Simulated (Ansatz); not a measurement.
Here is an unrelaxed guess for SnGeTe₃.

```cif
data_structure
_symmetry_space_group_name_H-M 'Pm-3m'
_symmetry_Int_Tables_number 221
_cell_length_a 5.4194
_cell_length_b 5.4194
_cell_length_c 5.4194
_cell_angle_alpha 90.000
_cell_angle_beta 90.000
_cell_angle_gamma 90.000
_cell_volume 159.17
loop_
_atom_site_label
_atom_site_type_symbol
_atom_site_symmetry_multiplicity
_atom_site_Wyckoff_symbol
_atom_site_fract_x
_atom_site_fract_y
_atom_site_fract_z
_atom_site_occupancy
Sn1 Sn 1 b 0.50000 0.50000 0.50000 1
Ge1 Ge 1 a 0.00000 0.00000 0.00000 1
Te1 Te 3 d 0.50000 0.00000 0.00000 1
```

Computed with Ansatz, DFT PBE, scalar-relativistic, plane waves, PAW. Plane waves to 420 eV, a k mesh through Γ of 4×4×4 on the computed 5-atom cell and Gaussian smearing (0.10 eV); no spin polarisation.

The zero of energy is the elements' standard structures at the same level; no fitted shifts are applied. The references include grey tin.

**Question.** How far from equilibrium is it?

**Answer.** The pressure is 0.8 GPa (near zero), the largest force is 0.00 eV/Å (symmetry fixes the atoms), and the energy is +0.34 eV/atom against the elements. The shortest distance is 2.71 Å.

**Question.** Is it a good guess?

**Answer.** A good one: relaxing gains under 0.1 eV/atom (the start's value is from the coarse mesh, so the gain is rough) in 3 ionic steps and ends at +0.30 eV/atom on the finer mesh. The symmetry stays Pm-3m (No. 221). The end has the cubic perovskite type. The volume per atom grows by 1.1 %, from 31.8 to 32.2 Å³. The shortest distance goes from 2.71 Å (Ge–Te) to 2.72 Å (Ge–Te). Conventional cell: a = 5.440 Å. Sn has 12 Te at 3.85 Å; Ge has 6 Te at 2.72 Å; around Te lie 2 Ge at 2.72 Å, 4 Sn at 3.85 Å and 8 Te at 3.85 Å.

The last run used an 8×8×8 mesh for its 5-atom cell and Gaussian smearing of 0.10 eV. Spin–orbit coupling, which can matter for Te, is left out. The reference form of Te is held partly by dispersion forces, which this level lacks. The relaxation can't lower the symmetry of the start, and the grade says only how near the guess is to its own end. A structure relaxed within its symmetry needn't be a true minimum. Another cell of SnGeTe3 relaxed alike, in P4mm, lies 251 meV/atom lower, so this cell isn't the stable form at this level.
